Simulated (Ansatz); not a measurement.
An Ansatz (a quantum-chemistry and plane-wave program) run. Input:

Ansatz 0.2 input:
```yaml
crystal:
  lattice:
    - [0.0, 2.02671994, 2.02671994]
    - [2.02671994, 0.0, 2.02671994]
    - [2.02671994, 2.02671994, 0.0]
  atoms:
    - { symbol: Ag, position: [0.0, 0.0, 0.0] }
kpoints:
  mp_grid: { grid: [36, 36, 36] }
hamiltonian:
  xc: pbesol
  pseudopotentials: { azcp: { folder: ./paw }, kind: paw }
scf:
  occupations: { method: fermi_dirac, width: 0.1 }
elastic: { mode: relaxed_ion, stencil: two_point, amplitude: 0.005, f_tol: 0.0005 }
```

Output (shortened):

```
Pseudopotentials: kind: paw
Pseudopotential: Ag, paw, valence charge 19
Functional definition: PBEsol
Crystal: 1 atoms, lattice volume = 16.650 Å³
Basis set: ecut = 420 eV, 331 PW (Γ), exchange–correlation on 40×40×40 points (8 copies of the dense FFT grid, shifted against one another)
Bands: 14, of which v1, the nominal top of the filled ones, is band 10 counted from 1 (9 counted from 0)
Symmetry: 48 space group operations
Space group: Fm-3m (ITA 225), of the structure as read, at distance tolerance 2.6e-5 Å
k-points: 1240 of 46656
PAW frozen core: Ag, regenerated for the run's functional, and the local potential with it
Initial density: superposition of atomic densities (chi_scale 0.1, normalization cell)
Initial wavefunctions: pseudopotential atomic-orbital guess
Eigensolver: davidson
Functional: x = pbesol(κ = 0.804, μ = 0.12345679012345678), c = pbesol(β = 0.046)
all-band conjugate gradients solve this SCF's bands
SCF 1 converged in 8 iterations: F = -7522.308766 eV  dr2 = 2.14e-15
density extrapolation: transplant  |δρ|_rms = 3.481e-2 e/Å³  SAD shift = 1.225e-2 e/Å³
Crystal: 1 atoms, lattice volume = 16.567 Å³
Symmetry: 16 space group operations
k-points: 3349 of 46656
Initial density: handed on by an earlier stage of this run
Initial wavefunctions: those handed on with the density
SCF 2 converged in 7 iterations: F = -7522.308536 eV  dr2 = 7.21e-16
density extrapolation: first-order (α = -2.000)  |δρ|_rms = 3.481e-2 e/Å³  SAD shift = 1.216e-2 e/Å³
Crystal: 1 atoms, lattice volume = 16.733 Å³
SCF 3 converged in 5 iterations: F = -7522.308623 eV  dr2 = 1.22e-14
density extrapolation: transplant  |δρ|_rms = 3.481e-2 e/Å³  SAD shift = 6.987e-3 e/Å³
Crystal: 1 atoms, lattice volume = 16.650 Å³
Symmetry: 8 space group operations
k-points: 6346 of 46656
SCF 4 converged in 7 iterations: F = -7522.308699 eV  dr2 = 2.56e-15
density extrapolation: first-order (α = -2.000)  |δρ|_rms = 3.481e-2 e/Å³  SAD shift = 6.987e-3 e/Å³
Crystal: 1 atoms, lattice volume = 16.650 Å³
SCF 5 converged in 5 iterations: F = -7522.308699 eV  dr2 = 3.05e-15
SCF converged after 8 iterations
Free energy (F): -7522.308766 eV
Harris-Foulkes:  -7522.308766 eV  (|F-HF|=0.00e0)
Internal energy: -7522.299891 eV  (E = F + TS)
E sigma→0 (E₀):  -7522.304328 eV
Entropy (-TS):   -0.008876 eV (-8.876 meV/atom)
Fermi energy:    17.618625 eV
--- Per-component energies (eV) ---
  E_band       = -229.941567
  E_kinetic    = 467.632061
  E_local      = -2046.573719  (includes V_loc(G=0)·N_el)
  E_nonlocal   = 34.493038
  E_hartree    = 1007.506163
  E_xc         = -158.195015
  E_vxc        = -201.073225  (∫ρ·V_xc dr)
  E_paw        = -3887.592366  (= ΣΔE_a)
  E_vpaw       = -499.432400  (= ΣTr[D̂ρ^β])
  E_aug_tail   = 0.000352  (compensation charges beyond the density's cutoff)
  E_ewald      = -2939.893144
  E_core_change = 0.322740  (= ΣΔE_core)
  E_smearing   = -0.008876  (= −TS)
  E_closure    = 0.000000  (closes the sum)
  Σ components = -7522.308766   (vs F -7522.308766, Δ=0.00e0)
--- Forces (eV/Å), atoms counted from 1 ---
  atom   1  Ag     0.00000000     0.00000000     0.00000000
  max |Σ_I F_I| component: 0.0 eV/Å
--- Stress (GPa, compression-positive) ---
        0.079397       0.000000       0.000000
        0.000000       0.079397       0.000000
        0.000000       0.000000       0.079397
  P = ⅓ Tr σ = 0.0794 GPa (0.794 kbar)
  The stress holds the Pulay correction. Without it, at fixed plane waves, as pw.x and ABINIT print it: P = 0.0084 GPa
  The stress includes an estimate of the error left by incomplete SCF convergence (largest component 0.0000 GPa).
--- Band table (eV; the first three rows and the last of 1240) ---
  k-point 0: bands = ["-74.3290", "-37.7244", "-37.7244", "-37.7244", "9.5708", "12.7541", "12.7541", "12.7541", "13.8514", "13.8514", "33.4765", "37.1688", "37.1688", "37.1688"]
  k-point 1: bands = ["-74.3289", "-37.7258", "-37.7246", "-37.7246", "9.5956", "12.7478", "12.7613", "12.7613", "13.8484", "13.8484", "33.4872", "36.9405", "37.1822", "37.1822"]
  k-point 2: bands = ["-74.3285", "-37.7299", "-37.7253", "-37.7253", "9.6697", "12.7298", "12.7825", "12.7825", "13.8401", "13.8401", "33.5098", "36.3612", "37.2212", "37.2212"]
  k-point 1239: bands = ["-74.3031", "-37.8456", "-37.8456", "-37.7950", "11.8063", "12.4513", "12.4513", "13.8511", "14.9081", "23.5985", "23.5985", "24.6957", "25.8934", "40.2724"]
  band table: 14 of 14 bands, residual norms ≤ 1.0e-3 eV
--- Elastic constants: 2 strain directions × 2 members + reference (group order 48) ---
  dense FFT box of the reference and of every strained cell: 20×20×20
  strains applied: 11, 23; error gains: componentwise 1.00 (the most a stress slope's error grows in a printed constant), spectral 1.73 (1 for all six strains …
  C = ∂σ_k/∂η_j (tension-positive GPa; Voigt order 11 22 33 23 13 12):
       143.549    107.254    107.254      0.000      0.000      0.000
       107.254    143.549    107.254      0.000      0.000      0.000
       107.254    107.254    143.549      0.000      0.000      0.000
         0.000      0.000      0.000     51.400      0.000      0.000
         0.000      0.000      0.000      0.000     51.400      0.000
         0.000      0.000      0.000      0.000      0.000     51.400
  reference stress σ⁰ (GPa):     -0.079     -0.079     -0.079      0.000      0.000      0.000
  moduli (Voigt/Reuss/Hill, GPa): K = 119.35/119.35/119.35   G = 38.10/29.66/33.88   E = 92.85   ν = 0.370
  mechanically stable: yes (min eigenvalue of sym C = 36.30 GPa)
  strain η (Voigt 11):  stress-route row diagonal C_11 = 143.55 GPa, energy-path curvature d²(F+E_count+ΔE)/dδ²/Ω₀ = 143.54 GPa
         δ    σ_11 (GPa)             F (eV)   n_scf  n_hpsi   n_pw
    -5.000e-3      -0.8081       -7522.3085363       7  843077    334   relax 0 steps, max|allowed force component| 0.00e0 eV/Å
     5.000e-3       0.6274       -7522.3086228       5  686370    342   relax 0 steps, max|allowed force component| 0.00e0 eV/Å
  strain η (Voigt 23):  stress-route row diagonal C_44 = 51.40 GPa, energy-path curvature d²(F+E_count+ΔE)/dδ²/Ω₀ = 51.42 GPa
         δ    σ_23 (GPa)             F (eV)   n_scf  n_hpsi   n_pw
    -5.000e-3      -0.2570       -7522.3086991       7  1548877    335   relax 0 steps, max|allowed force component| 0.00e0 eV/Å
     5.000e-3       0.2570       -7522.3086991       5  1262805    335   relax 0 steps, max|allowed force component| 0.00e0 eV/Å
```

Cost: roughly 3 core-minutes on shared cores.

The PBEsol relaxation kept the symmetry of its start; phonons on a q-mesh show no instability. No spin polarisation was allowed. As this level gives no gap, shear constants depend on the k-mesh and smearing (Fermi–Dirac, 0.1 eV here). Scalar-relativistic: spin–orbit coupling is off unless named, which matters more the heavier the elements.

Potentials: the earlier of the program's two PAW sets.

Ansatz is a plane-wave DFT program.
